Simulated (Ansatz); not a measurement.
B₂W:
```xyz
3
Lattice="3.0012 0.0000 0.0000 -1.5006 2.5991 0.0000 0.0000 0.0000 3.3646" Properties=species:S:1:pos:R:3 pbc="T T T"
W      0.0000     0.0000     0.0000
B      0.0000     1.7328     1.6823
B      1.5006     0.8664     1.6823
```

Relaxed with r²SCAN. Special points in fractions of this cell's reciprocal vectors: Γ (0.000, 0.000, 0.000); M (0.500, 0.000, 0.000); K (0.333, 0.333, 0.000); A (0.000, 0.000, 0.500); L (0.500, 0.000, 0.500); H (0.333, 0.333, 0.500).

### Question
List the band energies nearest the Fermi level at these points for r²SCAN in the plane-wave PAW code Ansatz.

### Answer
In eV from the Fermi level; about four levels below and three above (degenerate sets whole), none deeper than 8.9 eV; points with the same levels are listed once.

```tsv
k	below	above
Γ	-5.98 -5.04 -5.04 -4.76	0.59 0.59 2.50 2.50
M	-6.81 -5.73 -5.04 -0.56	1.21 2.37 3.00
K	-5.16 -5.16 -0.83 -0.83	0.84 7.82 7.82
A	-2.23 -2.23 -2.21 -2.21 -0.99	5.00 8.62 11.23
L	-7.52 -7.17 -4.87	0.82 2.67 3.68
H	-7.73 -5.72 -5.72	1.15 3.55 4.31 4.31
```

Space group P6/mmm. The workflow started from an entry of the Crystallography Open Database (COD), which files this formula under 2 space groups. Whether it is the stable phase at ambient conditions was not checked. Symmetry was held in the r²SCAN relaxation; its stability against distortions is not shown here. The run is not spin-polarised. Scalar-relativistic: spin–orbit coupling is off unless named, which matters more the heavier the elements.

Potentials: the later of the program's two PAW sets.
